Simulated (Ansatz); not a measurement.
A geometry of ZnSnP2 away from equilibrium: step 2 of the relaxation of a relaxed ZnSnP2 cell displaced along its unstable phonon at q = (½, 0, 0) of its primitive reciprocal cell (87i cm⁻¹), largest move 0.15 Å. These are PBEsol (plane waves to 420 eV, PAW, scalar-relativistic; Ansatz, a quantum-chemistry and plane-wave program) values and carry that method's errors. Γ-centred k-mesh 5×7×7 on the run's cell (coarser than for final values), Fermi–Dirac smearing 0.05 eV.

```xyz
8
Lattice="7.2153 0.0000 0.0000 0.0000 2.5261 5.1338 0.0000 -2.5261 5.1338" Properties=species:S:1:pos:R:3:forces:R:3 pbc="T T T" free_energy=-21419.934 pressure_GPa=-0.1
P      1.8038    -1.0199     6.5401    0.0000    0.0804   -0.1602
P      5.4115    -1.0977     6.8715    0.0000    0.0161    0.0220
P      1.8038     1.0977     6.8715    0.0000   -0.0161    0.0220
P      5.4115     1.0199     6.5401    0.0000   -0.0804   -0.1602
Zn     0.0000     0.0000     1.1079    0.0000    0.0000    0.0659
Zn     3.6077     0.0000     1.1079    0.0000    0.0000    0.0659
Sn     1.8038     0.0671     3.9909    0.0000    0.0024    0.0723
Sn     5.4115    -0.0671     3.9909    0.0000   -0.0024    0.0723
```

Positions in Å, forces in eV/Å, free energy of the cell in eV (comparable only within this code, potentials and settings). Largest force: 0.18 eV/Å, on P1, P4 (atoms numbered as listed); the geometry lies 0.02 eV/atom above the end of its relaxation.

No spin polarisation in the result.

The run could not lose the symmetry of its start: the end is stationary, and may be a saddle point rather than a minimum.

The end of the path is a generated cell of ZnSnP2: the first start was made by placing the elements on the sites of a structure type, and the end was not matched to a known phase here, so it may be hypothetical.
